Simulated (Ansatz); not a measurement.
**MgF2 (rutile), energy over volume and axial ratio**

MgF$_{2}$ (rutile)

```
MgF2
1.0
    4.63887     0.00000     0.00000
    0.00000     4.63887     0.00000
    0.00000     0.00000     3.06237
Mg F
2 4
Cartesian
  0.00000   0.00000   0.00000
  2.31943   2.31943   1.53119
  1.40741   1.40741   0.00000
  3.72684   0.91202   1.53119
  0.91202   3.72684   1.53119
  3.23146   3.23146   0.00000
```

Two coordinates are scanned: the volume, and the ratio of the stretch along z (the conventional c axis) to the stretch across it. Atoms keep their fractional coordinates.

Computed with PBEsol (plane waves to 420 eV, PAW, scalar-relativistic; Ansatz, a first-principles code). k mesh 7×7×11 (Γ-centred), Fermi-Dirac smearing 0.05 eV. The energy includes the smearing's −TS. Stress and pressure are positive under compression. As the atoms are clamped, bonds stretch with the cell, which overstates energies and stresses. MgF2 was relaxed with its symmetry unable to fall. The zero of ΔE is the relaxed starting cell.

ΔE (kJ/mol of atoms), with V/V₀ across and (c/a)/(c/a)₀ down:

```csv
(c/a)/(c/a)₀ \ V/V₀,0.920,0.960,1.000,1.040,1.080
0.920,5.21,2.92,1.99,2.16,3.23
0.960,3.24,1.19,0.47,0.83,2.07
1.000,2.46,0.57,0.00,0.50,1.86
1.040,2.70,0.90,0.41,0.99,2.42
1.080,3.79,2.03,1.57,2.17,3.62
```

σxx (GPa), with V/V₀ across and (c/a)/(c/a)₀ down:

```
(c/a)/(c/a)₀ \ V/V₀  0.920  0.960  1.000  1.040  1.080
-------------------  -----  -----  -----  -----  -----
0.920                  6.7    1.6   -2.4   -5.6   -8.3
0.960                  8.0    2.9   -1.2   -4.6   -7.2
1.000                  9.5    4.3    0.0   -3.4   -6.2
1.040                 11.1    5.7    1.3   -2.3   -5.2
1.080                 12.8    7.2    2.6   -1.1   -4.1
```

Read from the data:

- Modulus against c/a change at fixed volume, (3/4V)·∂²E/∂(ln c/a)² (fit, atoms clamped): 62 GPa, an upper bound as the atoms could relax
- Lowest place on the grid: V/V₀ = 1.000, (c/a)/(c/a)₀ = 1.000 (0.0 meV/atom)
- Highest place on the grid: V/V₀ = 0.920, (c/a)/(c/a)₀ = 0.920 (54.0 meV/atom)

(A scan under strain: stresses follow from slopes of the energy per volume, elastic moduli from its curvatures.)
